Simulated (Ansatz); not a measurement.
Each is relaxed and computed with plane-wave PAW r²SCAN (Ansatz code). Which is the only metal?
A. SiC, zinc blende
B. TiSi2, Cmcm (Si on 4c, Si on 4c, Ti on 4c)
C. TiO2, Pbcn (Ti on 4c, O on 8d)
D. SiO2, P3_221 (Si on 3a, O on 6c)

B, TiSi2, Cmcm (Si on 4c, Si on 4c, Ti on 4c). TiSi2: metal; SiO2: gap 6.60 eV (indirect); SiC: gap 1.71 eV (indirect); TiO2: gap 3.05 eV (indirect). Not the usual ambient phase: TiO2, Pbcn (Ti on 4c, O on 8d). All cells were relaxed under the symmetry of their starts (and spin orders); stability against distortions was not tested throughout. Rows with no word on spin ran without spin polarisation.

Potentials: the later of the program's two PAW sets.
